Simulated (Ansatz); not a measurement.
SiOS (Janus 1T monolayer) was relaxed with 5 functionals in the plane-wave code Ansatz, cell and atoms free, the symmetry of the start kept (meshes: PBE 12×12×1, r2SCAN 12×12×1, PBEsol 12×12×1, LDA 12×12×1, HSE06 6×6×1). All values are calculated for a non-magnetic cell, which may be hypothetical.

The r2SCAN result:
```
Si O S
1.0
     2.99029    0.00000    0.00000
    -1.49515    2.58967    0.00000
     0.00000    0.00000   28.40598
Si O S
1 1 1
Direct
  0.00000 0.00000 0.32273
  0.33333 0.66667 0.35292
  0.66667 0.33333 0.27485
```
Two periodic directions, a and b.

The sheet's in-plane cell has a = 2.990 Å, b = 2.990 Å (γ = 120.0°), and its outermost atoms lie 2.22 Å apart along the normal. Si has 3 O at 1.93 Å and 3 S at 2.20 Å; O has 3 Si at 1.93 Å; S has 3 Si at 2.20 Å.

Task: How does the cell change with PBEsol?

Result: a = 2.982 Å; the area differs by -0.6 % from r2SCAN's. Around Si lie 3 O at 1.93 Å and 3 S at 2.20 Å; around O lie 3 Si at 1.93 Å; around S lie 3 Si at 2.20 Å.

Task: How does the cell change with HSE06?

Result: a = 2.980 Å; the area differs by -0.7 % from r2SCAN's. Si has 3 O at 1.92 Å and 3 S at 2.19 Å; O has 3 Si at 1.92 Å; S has 3 Si at 2.19 Å.

Task: Held at the r2SCAN cell, what mean stress do LDA and PBE find, and does its sign point to their own minimum?

Result: Yes. LDA -2.00 N/m, and its relaxed area is -1.9 % from r2SCAN's; PBE +1.87 N/m, and its relaxed area is +1.4 % from r2SCAN's. Compression counts positive, so a positive stress asks for a larger cell.
